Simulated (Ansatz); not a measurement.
## Compressing TiO$_{2}$: a fit and a missing row

TiO$_{2}$, P4_2/mnm, a = 4.597 Å, c = 2.954 Å. The compound has several low-lying forms, and this is one of them. Ansatz: r2SCAN, PAW, 500 eV, Γ-centred 6×6×10 mesh on 6 atoms, Gaussian smearing 0.02 eV; no spin polarisation. Shape and atoms are relaxed at each volume; pressure is positive in compression.

```
V (Å³/atom) P (GPa)
      9.154        ?
      9.466    27.28
      9.778    16.58
     10.090     7.56
     10.402     0.00
     10.714    -6.28
     11.026   -11.37
     11.443   -16.57
```

**Question.** Take V0 = 10.402 Å³/atom, fit the third-order Birch–Murnaghan form to the other rows, and predict the missing pressure.

**Answer.** With the Eulerian strain f = ½[(V0/V)^(2/3) − 1] and y = P/[3f(1 + 2f)^(5/2)], the form is the line y = B0 + 1.5 B0 (B0′ − 4) f. Rows (f, y): 0.03244, 239.5; 0.02105, 236.8; 0.01025, 233.7; -0.00975, 225.5; -0.01905, 219.2; -0.03080, 210.2. Means f = 0.0006900, y = 227.48; Σ(Δf)² = 0.003004, ΣΔfΔy = 1.359; the slope is their ratio. y = 227.2 + 452.4 f GPa, so B0 = 227.2 GPa and B0′ = 4 + 2 × (452.4)/(3 × 227.2) = 5.33. At V = 9.154, f = 0.04447, y = 247.32 and P = 40.83 GPa. The run gave 39.91 GPa, so the fit is 0.92 GPa too high, 1.6 % of the span of the series, against an rms of 0.15 GPa on the fitted rows. The row lies outside the fitted range. The points of y bend away from a line: a fourth-order term fitted to them gives P = 39.55 GPa at this row's volume (the line 40.83, the run 39.91).